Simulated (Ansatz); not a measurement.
Relaxed-ion elastic tensor of SiBi2O5 in space group Cmc2_1 (No. 36; Pearson symbol oS32) in GPa (Voigt order), plane-wave PAW PBEsol (Ansatz code); density 7.89 g/cm³, 13.84 Å³ per atom.

```
 127  65.2  26.2   0.0   0.0   0.0
65.2   151  30.7   0.0   0.0   0.0
26.2  30.7   147   0.0   0.0   0.0
 0.0   0.0   0.0  51.3   0.0   0.0
 0.0   0.0   0.0   0.0  41.6   0.0
 0.0   0.0   0.0   0.0   0.0  62.3
```

Q: Is the crystal mechanically stable?

A: Yes: the smallest eigenvalue of C is 41.6 GPa.

Q: Work out the Voigt, Reuss and Hill averages.

A: K_V = 74.3, K_R = 73.3, K_H = 73.8; G_V = 51.2, G_R = 48.7, G_H = 49.9 GPa.

Q: Give Young's modulus, Poisson's ratio, Pugh's ratio and the universal anisotropy index.

A: E = 9KG/(3K + G) = 122 GPa; ν = 0.22; K/G = 1.48 (brittle by the Pugh limit of 1.75); A_U = 5G_V/G_R + K_V/K_R − 6 = 0.27.

Q: Estimate the sound speeds and the Debye temperature.

A: v_l = √((K + 4G/3)/ρ) = 4220 m/s, v_t = √(G/ρ) = 2520 m/s, mean 2780 m/s; Θ = (h/k)(3n/4πV)^(1/3) v_m = 345 K.

Q: Solve the Christoffel equation for the three sound speeds along x, y, z.

A: Eigenvalues of C_ijkl n_j n_l equal ρv² (piezoelectric stiffening left out). In km/s, slowest first: x 2.30, 2.81, 4.02; y 2.55, 2.81, 4.37; z 2.30, 2.55, 4.31.

Q: How much does each axis shrink under pressure?

A: Linear compressibilities β_i = Σ_j S_ij (j = 1 to 3): x 5.0, y 3.4, z 5.2 per TPa.

The workflow started from a Materials Project entry (that database holds measured and hypothetical structures alike); the Crystallography Open Database copy checked does not list it. Its standing as an ambient phase is unchecked. Symmetry was held in the PBEsol relaxation; of distortions, only those at the zone centre were tested. Spin–orbit coupling is left out wherever it is not named.

Potentials: the later of the program's two PAW sets.
